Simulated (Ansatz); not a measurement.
Response of Sb to small distortions

```
CELL_PARAMETERS angstrom
-1.50500 1.50500 2.48000
1.50500 -1.50500 2.48000
1.50500 1.50500 -2.48000
ATOMIC_POSITIONS crystal
Sb 0.00000 0.00000 0.00000
```

The cell comes from COD entry 9013010, which wasn't checked; take it as a given geometry.

No spin–orbit coupling, which matters for the heavy atoms here.

Method: DFT, PBEsol, all-electron LAPW, scalar-relativistic in Ansatz 0.2.0.

Settings: a Γ-centred 19×19×19 k mesh, Fermi–Dirac smearing of 0.05 eV, basis error target 0.25 meV/atom, no spin polarisation.

The unchanged cell is at 15.13 GPa.

In a metal, stresses and small energies carry noise from the k mesh.

x, y and z are the Cartesian axes of the cell as listed; fractional coordinates follow a strain, and an engineering shear is twice the off-diagonal strain component.

Question: One change gave: energy change under 1 meV/atom; stress change (xx, yy, zz, yz, xz, xy) -0.14, -0.14, 0.61, 0.14, 0.14, -0.45 GPa, compression positive. Which change was it?
A. equal xy, yz and zx engineering shear strains of +1 %
B. equal xy, yz and zx engineering shear strains of -1 %
C. equal xy, yz and zx engineering shear strains of +3 %
D. equal xy, yz and zx engineering shear strains of +2 %
E. equal xy, yz and zx engineering shear strains of -2 %
F. equal xy, yz and zx engineering shear strains of -3 %

Answer: E. For equal xy, yz and zx engineering shear strains of +1 %: energy change under 1 meV/atom; stress change (xx, yy, zz, yz, xz, xy) -0.04, -0.04, 0.17, -0.03, -0.03, 0.24 GPa, compression positive. For equal xy, yz and zx engineering shear strains of +3 %: energy change -1 meV/atom; stress change (xx, yy, zz, yz, xz, xy) -0.08, -0.08, 0.75, 0.23, 0.23, 1.12 GPa, compression positive. For equal xy, yz and zx engineering shear strains of -3 %: energy change under 1 meV/atom; stress change (xx, yy, zz, yz, xz, xy) -0.15, -0.15, 0.89, 0.02, 0.02, -0.91 GPa, compression positive. For equal xy, yz and zx engineering shear strains of -1 %: energy change under 1 meV/atom; stress change (xx, yy, zz, yz, xz, xy) -0.07, -0.07, 0.23, 0.13, 0.13, -0.13 GPa, compression positive. For equal xy, yz and zx engineering shear strains of +2 %: energy change under 1 meV/atom; stress change (xx, yy, zz, yz, xz, xy) -0.11, -0.11, 0.53, 0.11, 0.11, 0.75 GPa, compression positive.
